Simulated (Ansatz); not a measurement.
ZnSnO$_{3}$:
```yaml
crystal:
  lattice:
    - [2.65392, 1.53224, 4.67482]
    - [-2.65392, 1.53224, 4.67482]
    - [0.00000, -3.06449, 4.67482]
  atoms:
    - { symbol: Zn, position: [0.36505, 0.36505, 0.36505] }
    - { symbol: Zn, position: [0.63495, 0.63495, 0.63495] }
    - { symbol: Sn, position: [0.14916, 0.14916, 0.14916] }
    - { symbol: Sn, position: [0.85084, 0.85084, 0.85084] }
    - { symbol: O, position: [0.04963, 0.44638, 0.75761] }
    - { symbol: O, position: [0.95037, 0.55362, 0.24239] }
    - { symbol: O, position: [0.75761, 0.04963, 0.44638] }
    - { symbol: O, position: [0.24239, 0.95037, 0.55362] }
    - { symbol: O, position: [0.44638, 0.75761, 0.04963] }
    - { symbol: O, position: [0.55362, 0.24239, 0.95037] }
```

This is the PBEsol-relaxed structure. x, y and z are the axes in which the lattice vectors are written.

Task: All from plane-wave PAW PBEsol (Ansatz code), unless another level is named. Give the band gap.

Result: 1.44 eV (indirect).

Task: And the electron effective mass?

Result: 0.19 mₑ (isotropic).

Task: And the smallest direct gap on the standard path?

Result: 1.52 eV.

Task: Give the HSE06 gap on the PBEsol cell.

Result: 3.28 eV.

Task: Give the valence-band maximum.

Result: off the standard path, at k = (-0.031, 0.094, 0.250) in fractions of the reciprocal vectors.

Space group R-3. The first step of the workflow began from a Materials Project structure, measured or hypothetical; the Crystallography Open Database copy checked does not list it. Its standing as an ambient phase is unchecked. Symmetry was held in the PBEsol relaxation; whether a distortion lowers the energy is not shown. Scalar-relativistic: spin–orbit coupling is off unless named, which matters more the heavier the elements.

Potentials: the later of the program's two PAW sets.
